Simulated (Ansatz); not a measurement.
**MgV₂PbO₂F₈: a ladder of calculations**

Cell of run 1: a computed structure from the Materials Project (it need not be an observed phase), taken as it stands.

```
Mg V Pb O F
1.0
     5.16223    0.00000    0.00000
    -0.06468    5.81814    0.00000
    -1.94354   -1.82699    6.72204
Mg V Pb O F
1 2 1 2 8
Direct
  0.73511 0.12913 0.42210
  0.37767 0.36034 0.76184
  0.62950 0.64110 0.24491
  0.99539 0.94656 0.94912
  0.47125 0.30597 0.55385
  0.62764 0.76316 0.47601
  0.53054 0.10160 0.86097
  0.44494 0.92788 0.17444
  0.02528 0.17286 0.67521
  0.94256 0.87378 0.28094
  0.16414 0.62835 0.75222
  0.81933 0.35982 0.28485
  0.68824 0.57928 0.94934
  0.31091 0.43635 0.07253
```

Atom numbers follow the list; atoms alike are taken as one site, whose name carries the number of the first.

All runs are DFT with Ansatz 0.2.0 (plane waves and PAW, scalar-relativistic unless spin–orbit coupling is named, Γ-centred meshes, Fermi–Dirac smearing where given) in this cell. Start moments of run 1 as typed (μB): 1 on each V, none on the rest. Antiparallel start moments (μB): 0 1 -1 0 0 0 0 0 0 0 0 0 0 0 by atom.

Run 1: PBE, parallel start moments, atoms as given; 420 eV, 5×4×4 k-points, smearing 0.02 eV.
Run 2: r2SCAN, parallel start moments, atoms as given; 500 eV, 5×4×4 k-points, smearing 0.02 eV.
Run 3: PBE, antiparallel start moments, atoms as given; 420 eV, 5×4×4 k-points, smearing 0.02 eV.

```tsv
run	V2 V_zz (η)	V3 V_zz (η)	Pb V_zz (η)	O6 V_zz (η)	absolute moment (μB)
1	5.69 (0.88)	2.99 (0.73)	-15.17 (0.67)	-2.23 (0.66)	2.5
2	?	?	?	?	?
3	5.70 (0.88)	2.96 (0.73)	-15.20 (0.67)	-2.23 (0.66)	2.5
```

V_zz in 10²¹ V/m²; 4 of the 14 sets of like atoms are followed.

Task: Estimate the row of run 2.

Result: V2: 6.56 (0.75); V3: 3.32 (0.54); Pb: -14.56 (0.66); O6: -1.87 (0.76); absolute moment (μB): 2.7. It lies nearest to run 1, from whose tensors on these sites it differs by 0.91 at most (largest principal value of the difference, on Pb). Taken one at a time, the functional (r2SCAN with its higher cutoff) moves the tensors on these sites by up to 0.91 (largest principal value of the change, on Pb), the magnetic start by 0.04 (V3).

Leaving out spin–orbit coupling shifts gradients on Pb by a few per cent in wide-gap crystals, and can shift them far more where the calculated gap is small or absent, as here. The magnetic order is the one that the run reached from its start moments, not necessarily the measured one. Leaving out spin–orbit coupling shifts gradients on Pb by a few per cent, and by more where contributions nearly cancel. For runs 1, 2: All moments are parallel here, as the start or the cell imposes; many such compounds order antiparallel, where fields and spin densities carried over to other atoms largely cancel. In runs 1, 2 the program didn't check the stability of the electronic state in full, so a lower one may lie near. In runs 1, 2, 3 the atoms aren't at the calculated equilibrium (largest force 1.5, 2.0, 1.5 eV/Å). The cell isn't the equilibrium one in run 2 (calculated pressure -6 GPa), and the entry's cell may itself be off.
